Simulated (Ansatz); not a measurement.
input.yaml (Ansatz)

```yaml
crystal:
  lattice:
    - [5.1420983847, 0.0, 0.0]
    - [-2.5710491924, 4.4531878299, 0.0]
    - [0.0, 0.0, 3.112559586]
  atoms:
    - { symbol: Sc, position: [1.0, 0.0, 0.0], spin: 0.451 }
    - { symbol: Sc, position: [0.3333333333, 0.6666666667, 0.5], spin: 0.27 }
    - { symbol: Sc, position: [0.6666666667, 0.3333333333, 0.5], spin: 0.27 }
hamiltonian:
  xc: r2scan
  pseudopotentials:
    kind: paw
    azcp:
      Sc: "pseudopotentials/Sc.paw.azcp"
basis:
  ecutwfc: 500
  fft_grid_basis: typed
kpoints:
  mp_grid: { grid: [8, 8, 11], shift: [0, 0, 0] }
magnetization:
  spin_polarized: true
scf:
  occupations: { method: fermi_dirac, width: 0.05 }
  lower_state_search: "off"
output:
  stress: true
  write_density: true
  write_potential: true
  elf: true
  volumetric_format: npy
```

Terminal output

```
Engine: ansatz 0.2.0, x86_64-unknown-linux-gnu
Pseudopotentials: kind: paw
Pseudopotential: Sc, paw, valence charge 11, recommended cutoff 500 eV (meta_gga) 
Functional definition: r2SCAN
  parameter k0 = 0.174
  parameter k1 = 0.065
  parameter a1 = 4.9479
  exchange = r2scan_x(k0 = k0, k1 = k1, a1 = a1)
  correlation = r2scan_c
Crystal: 3 atoms, lattice volume = 71.274 Å³
Basis set: ecut = 500 eV, 1811 PW (Γ), exchange–correlation on 160×160×96 points (64 copies of the dense FFT grid, shifted against one another)
Bands: 21, of which v1, the nominal top of the filled ones, is band 17 counted from 1 (16 counted from 0)
Symmetry: 24 space group operations
Space group: P6/mmm (ITA 191), of the structure as read, at distance tolerance 4.1e-5 Å
Magnetic group: BNS 191.233 (UNI 1463), of the structure as read, at distance tolerance 4.1e-5 Å
k-points: 60 of 704
Non-local potential: Sc, projectors of the file, l = 0: 3, l = 1: 2, l = 2: 3, l = 3: 1
PAW form: soft (Blöchl's): semilocal exchange-correlation on the pseudo side does not see the compensation charge
PAW frozen core: Sc, regenerated for the run's functional (the file was generated under x = pbe(κ = 0.804, μ = 0.2195149727645171), c = pbe(β = 0.06672455060314922))
PAW one-centre angular grid: Sc, 590 points (default); XC on 160 Gauss nodes
Initial density: superposition of atomic densities (chi_scale 0.1, normalization cell)
Starting moments: Σ|m| = 0.991 μB on 3 of 3 sites
Initial wavefunctions: pseudopotential atomic-orbital guess
Functional: x = r2scan, c = r2scan; τ floored in thin density (d = 2e-4 eV/Å³)
iter 1 solved again at ethr=2.70e-3 eV; its pass at ethr=3.10e-3 eV (dr2=8.92e-1 eV) is discarded
SCF iter   1: F=-6421.230739 eV  HF=-6421.550007 eV  |F-HF|=3.19e-1  |Δ(HF+E_count)|=         —  Δρ=2.68e-2 (↑2.68e-2 ↓9.37e-3)  dr2=8.92e-1  dr2_τ=7.76e-3  dr2_m=1.04e-1  M=0.606 μB ∫|m|=0.606 μB  β_m=0.30  ethr=2.70e-3  ⟨swp⟩=1.0  Hψ=13657  notcnv=0
SCF iter   2: F=-6421.410561 eV  HF=-6421.639481 eV  |F-HF|=2.29e-1  |Δ(HF+E_count)|=   8.95e-2  Δρ=1.89e-2 (↑1.89e-2 ↓7.75e-3)  dr2=4.78e-1  dr2_τ=1.67e-3  dr2_m=5.46e-2  M=0.601 μB ∫|m|=0.601 μB  β_m=0.30  ethr=2.70e-3  ⟨swp⟩=2.3  Hψ=3805  notcnv=0  κ⁻¹=1.0e0(r=1)
SCF iter   3: F=-6421.563951 eV  HF=-6421.548071 eV  |F-HF|=1.59e-2  |Δ(HF+E_count)|=   9.14e-2  Δρ=8.54e-3 (↑5.54e-3 ↓8.54e-3)  dr2=2.24e-2  dr2_τ=2.06e-3  dr2_m=2.50e-2  M=0.634 μB ∫|m|=0.634 μB  β_m=0.30  ethr=1.45e-3  ⟨swp⟩=2.5  Hψ=5126  notcnv=0  κ⁻¹=5.4e-3(r=2)
SCF iter   4: F=-6421.560730 eV  HF=-6421.560392 eV  |F-HF|=3.39e-4  |Δ(HF+E_count)|=   1.23e-2  Δρ=5.08e-3 (↑5.08e-3 ↓5.00e-3)  dr2=1.83e-2  dr2_τ=4.80e-4  dr2_m=1.41e-2  M=0.628 μB ∫|m|=0.628 μB  β_m=0.30  ethr=6.80e-5  ⟨swp⟩=2.4  Hψ=5745  notcnv=0  κ⁻¹=5.1e-3(r=3)
...
SCF iter  23: F=-6421.595010 eV  HF=-6421.594977 eV  |F-HF|=3.30e-5  |Δ(HF+E_count)|=   2.77e-4  Δρ=5.48e-5 (↑5.48e-5 ↓5.23e-5)  dr2=2.85e-6  dr2_τ=3.06e-8  dr2_m=2.62e-7  M=1.743 μB ∫|m|=1.743 μB  β_m=1.20  ethr=4.14e-8  ⟨swp⟩=2.6  Hψ=4755  notcnv=0  κ⁻¹=7.1e-5(r=5)
SCF iter  24: F=-6421.595012 eV  HF=-6421.595011 eV  |F-HF|=1.37e-6  |Δ(HF+E_count)|=   3.39e-5  Δρ=1.92e-5 (↑1.92e-5 ↓1.91e-5)  dr2=2.70e-7  dr2_τ=6.76e-9  dr2_m=1.09e-7  M=1.742 μB ∫|m|=1.742 μB  β_m=1.20  ethr=8.64e-9  ⟨swp⟩=2.0  Hψ=4643  notcnv=0  κ⁻¹=3.5e-5(r=6)
SCF iter  25: F=-6421.595013 eV  HF=-6421.595013 eV  |F-HF|=3.05e-7  |Δ(HF+E_count)|=   1.88e-6  Δρ=6.86e-6 (↑6.86e-6 ↓6.15e-6)  dr2=6.77e-8  dr2_τ=1.20e-9  dr2_m=7.30e-9  M=1.746 μB ∫|m|=1.746 μB  β_m=1.20  ethr=3.03e-10  ⟨swp⟩=5.8  Hψ=15268  notcnv=0  κ⁻¹=5.6e-6(r=7)
iter 26 did not close the SCF: its close was put off for a magnetic moment that had not settled (scf_convergence_deferred on its scf_iter line)
SCF iter  26: F=-6421.595013 eV  HF=-6421.595013 eV  |F-HF|=6.01e-8  |Δ(HF+E_count)|=   2.83e-7  Δρ=3.15e-6 (↑2.93e-6 ↓3.15e-6)  dr2=1.49e-8  dr2_τ=2.20e-10  dr2_m=1.54e-9  M=1.746 μB ∫|m|=1.746 μB  β_m=1.20  ethr=2.05e-10  ⟨swp⟩=6.8  Hψ=12494  notcnv=0  κ⁻¹=8.1e-7(r=8)
SCF iter  27: F=-6421.595013 eV  HF=-6421.595013 eV  |F-HF|=1.87e-8  |Δ(HF+E_count)|=   4.81e-8  Δρ=1.30e-6 (↑1.14e-6 ↓1.30e-6)  dr2=1.43e-9  dr2_τ=3.56e-11  dr2_m=2.88e-10  M=1.747 μB ∫|m|=1.747 μB  ethr=4.52e-11  ⟨swp⟩=4.1  Hψ=13329  notcnv=0
SCF 1 converged in 27 iterations: F = -6421.595013 eV  dr2 = 1.43e-9
this state was not tested for a lower state beside it, because the mixer in use, unlike msr1, does not test its closes by its own steps (another_mixer; see scf.mixing.algorithm and scf.lower_state_search)
SCF converged after 27 iterations
Magnetization: 1.7467 μB (17.3733 up, 15.6267 down)
Absolute magnetization: 1.7467 μB (∫|ρ↑−ρ↓|, with the PAW one-centre terms)
Spin contamination: 0.0157 ħ² per cell (⟨S²⟩ above its minimum at these occupations)
Per-site moments (μB) at R_I (Å): [(0.4406463660767546, 1.2839308292250002), (0.26976553423918787, 1.2246266532237549), (0.26976553423918787, 1.2246266532237549)]
Free energy (F): -6421.595013 eV
Harris-Foulkes:  -6421.595013 eV  (|F-HF|=1.87e-8)
Internal energy: -6421.562243 eV  (E = F + TS)
E sigma→0 (E₀):  -6421.578628 eV
Entropy (-TS):   -0.032770 eV (-10.923 meV/atom)
Fermi energy:    9.752729 eV
--- Per-component energies (eV) ---
  E_band       = -524.776728
  E_kinetic    = 782.562315
  E_local      = -2478.460378  (includes V_loc(G=0)·N_el)
  E_nonlocal   = 246.464444
  E_hartree    = 843.224091
  E_xc         = -300.699090
  E_vxc        = -424.973199  (∫ρ·V_xc dr)
  E_paw        = -2892.286112  (= ΣΔE_a)
  E_vpaw       = -364.789995  (= ΣTr[D̂ρ^β])
  E_aug_tail   = 0.000015  (compensation charges beyond the density's cutoff)
  E_vtau       = 27.971386  (kinetic-family band-sum trace: ∫τ·v_τ [+ j·A + Jᵃ·Aᵃ] dr)
  E_ewald      = -2621.652052
  E_core_change = -0.715476  (= ΣΔE_core)
  E_smearing   = -0.032770  (= −TS)
  E_closure    = 0.000000  (closes the sum)
  Σ components = -6421.595013   (vs F -6421.595013, Δ=0.00e0)
--- Stress (GPa, compression-positive) ---
        2.349169       0.000000      -0.000000
       -0.000000       2.349169      -0.000000
       -0.000000      -0.000000       2.495165
  P = ⅓ Tr σ = 2.3978 GPa (23.978 kbar)
--- Band table (eV; the first three rows and the last of 120) ---
  k-point 0 ↑: bands = ["-41.9514", "-41.8820", "-41.8356", "-19.7411", "-19.7411", "-19.5926", "-19.5926", "-19.4633", "-19.3331", "-19.3262", "-19.3262", "-19.2836", "3.8387", "8.6655", "9.0668", "9.0668", "9.4224", "9.4224", "10.3122", "11.1549", "11.7854"]
  k-point 1 ↑: bands = ["-41.9473", "-41.8803", "-41.8329", "-19.7376", "-19.7376", "-19.5850", "-19.5850", "-19.4894", "-19.3624", "-19.3281", "-19.3281", "-19.3082", "3.9994", "8.7825", "9.0329", "9.0329", "9.3670", "9.3670", "10.5295", "11.2948", "11.7231"]
  k-point 2 ↑: bands = ["-41.9360", "-41.8761", "-41.8259", "-19.7281", "-19.7281", "-19.5635", "-19.5635", "-19.5586", "-19.4403", "-19.3738", "-19.3343", "-19.3343", "4.4659", "8.9396", "8.9396", "9.0517", "9.2102", "9.2102", "11.1579", "11.6257", "11.6257"]
  k-point 59 ↓: bands = ["-41.5949", "-41.5828", "-41.4931", "-19.4837", "-19.4756", "-19.4499", "-19.2815", "-19.2140", "-19.2092", "-19.1221", "-19.1114", "-19.0373", "8.1447", "9.0135", "9.0787", "9.5432", "9.8247", "10.0502", "11.1475", "11.4710", "11.7461"]
```

Launched by

```sh
ansatz run input.yaml --threads 2 --pin off --max-ram 6144MiB --backend cpu --events-out ev --progress --plain --runs-dir out
```

On 2 threads of Intel(R) Xeon(R) Platinum 8488C (Sapphire Rapids) (shared host) this took about 37 s of wall time and 73 s of CPU time, with 0.7 GiB at the peak.
